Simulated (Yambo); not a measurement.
G0W0@LDA for SrO (rock salt, space group Fm-3m, No. 225) in Yambo. Reference settings: 6×6×6 Γ-centred k mesh, 77 bands and a 10 Ry block in the screening, 77 bands in G with the Bruneval-Gonze terminator, plasmon pole fitted at 27.2 eV. The LDA gap Γ → X on this mesh is 3.13 eV; G0W0 gaps are taken between the same points.

Gap (Γ → X) in eV against the number of bands and the screening block, terminator on:

```json
[
 {"bands (W and G)": "18", "2 Ry": "5.412", "4 Ry": "5.415", "6 Ry": "5.416", "8 Ry": "5.432", "10 Ry": "5.461"},
 {"bands (W and G)": "27", "2 Ry": "5.192", "4 Ry": "5.242", "6 Ry": "5.259", "8 Ry": "5.285", "10 Ry": "5.332"},
 {"bands (W and G)": "40", "2 Ry": "5.086", "4 Ry": "5.149", "6 Ry": "5.174", "8 Ry": "5.204", "10 Ry": "5.262"},
 {"bands (W and G)": "59", "2 Ry": "5.033", "4 Ry": "5.099", "6 Ry": "5.139", "8 Ry": "5.176", "10 Ry": "5.244"},
 {"bands (W and G)": "77", "2 Ry": "5.018", "4 Ry": "5.077", "6 Ry": "5.118", "8 Ry": "5.158", "10 Ry": "5.231"}
]
```

Rough cost of the Yambo step against the reference (shared machines):

```json
[
 {"bands (W and G)": "18", "2 Ry": "1/6", "4 Ry": "1/6", "6 Ry": "1/6", "8 Ry": "1/6", "10 Ry": "1/5"},
 {"bands (W and G)": "27", "2 Ry": "1/4", "4 Ry": "1/4", "6 Ry": "1/4", "8 Ry": "1/4", "10 Ry": "1/3"},
 {"bands (W and G)": "40", "2 Ry": "1/3", "4 Ry": "1/3", "6 Ry": "1/3", "8 Ry": "1/2", "10 Ry": "1/2"},
 {"bands (W and G)": "59", "2 Ry": "~1", "4 Ry": "~1", "6 Ry": "~1", "8 Ry": "~1", "10 Ry": "~1"},
 {"bands (W and G)": "77", "2 Ry": "~1", "4 Ry": "~1", "6 Ry": "~1", "8 Ry": "~1", "10 Ry": "1"}
]
```

At the largest block the last step in bands moves the gap by -0.013 eV; at the most bands the last step in the block moves it by 0.073 eV.

Geometry relaxed with LDA; primitive cell a = 3.579 Å, b = 3.579 Å, c = 3.579 Å, α = 60.00°, β = 60.00°, γ = 60.00°.
